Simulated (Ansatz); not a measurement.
Te:
```
Te
1.0
    3.18896     0.00000     0.00000
    0.00000     3.18896     0.00000
    0.00000     0.00000     3.18896
Te
1
Direct
  0.00000   0.00000   0.00000
```

This is the r²SCAN-relaxed structure.

### Question
All from plane-wave PAW r²SCAN (Ansatz code), unless another level is named. Estimate the electronic character.

### Answer
metallic (no gap).

### Question
Next, the density of states at the Fermi level?

### Answer
0.56 states/eV per atom (mean over ±0.08 eV).

### Question
And the gap with spin–orbit coupling?

### Answer
none (metallic).

Space group Pm-3m (simple cubic). The start of the workflow was typed in or built on a structure type; neither database checked (COD, Materials Project) lists it. It is not the phase usual at ambient conditions (space group No. 152). The cell was relaxed with r²SCAN under the symmetry of its start; its stability against distortions is not shown here. Spin–orbit coupling is left out wherever it is not named.

Potentials: the earlier of the program's two PAW sets.
